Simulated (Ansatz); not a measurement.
Clean, relaxed (100) surface of Ta, space group Im-3m (No. 229) (top face towards +c; held atoms: 1, 2, 3, 4, 5, 6, 7, 8):

```yaml
crystal:
  lattice:
    - [6.56989, 0.00000, 0.00000]
    - [0.00000, 6.56989, 0.00000]
    - [0.00000, 0.00000, 20.92742]
  atoms:
    - { symbol: Ta, position: [0.25000, 0.75000, 0.38227] }
    - { symbol: Ta, position: [0.25000, 0.25000, 0.38227] }
    - { symbol: Ta, position: [0.75000, 0.75000, 0.38227] }
    - { symbol: Ta, position: [0.75000, 0.25000, 0.38227] }
    - { symbol: Ta, position: [0.50000, 0.50000, 0.46076] }
    - { symbol: Ta, position: [0.50000, 0.00000, 0.46076] }
    - { symbol: Ta, position: [0.00000, 0.50000, 0.46076] }
    - { symbol: Ta, position: [0.00000, 0.00000, 0.46076] }
    - { symbol: Ta, position: [0.75000, 0.25000, 0.53913] }
    - { symbol: Ta, position: [0.75000, 0.75000, 0.53913] }
    - { symbol: Ta, position: [0.25000, 0.25000, 0.53913] }
    - { symbol: Ta, position: [0.25000, 0.75000, 0.53913] }
    - { symbol: Ta, position: [0.00000, 0.00000, 0.61256] }
    - { symbol: Ta, position: [0.00000, 0.50000, 0.61256] }
    - { symbol: Ta, position: [0.50000, 0.00000, 0.61256] }
    - { symbol: Ta, position: [0.50000, 0.50000, 0.61256] }
```

These are results of DFT PBE+D3(BJ), scalar-relativistic, plane waves, PAW (Ansatz 0.2.0), not measurements. Plane waves to 420 eV, a k mesh through Γ of 3×3×1 on the computed 21-atom cell and Gaussian smearing (0.10 eV); no spin polarisation. The cell repeats along c with a dipole correction in the vacuum.

CH3Cl is put on the top face, one molecule per 43.2 Å², and relaxed from 2 starts; the cell is lengthened along c to keep the vacuum. E_ads is per molecule, from the clean relaxed slab and the free relaxed molecule; negative means bound; no zero-point or thermal terms, forces under 0.04 eV/Å, and the free molecule is spin-polarised where open-shell. Heights count from the highest slab atom. Δp counts per cell along +c.

| start | E_ads (eV) | molecule | lowest atom's height (Å) | shortest contact | Δφ top (eV) | Δp (e·Å) |
| --- | --- | --- | --- | --- | --- | --- |
| random tilt, lowest atom H over a hollow over Ta site | -0.80 | whole | 2.54 | Cl–Ta 2.56 Å | -1.22 | +0.302 |
| upright, lowest atom Cl over a Ta atom of a lower plane | -0.95 | whole | 1.97 | Cl–Ta 2.67 Å | -1.22 | +0.298 |

Each end is the local minimum that its start leads to.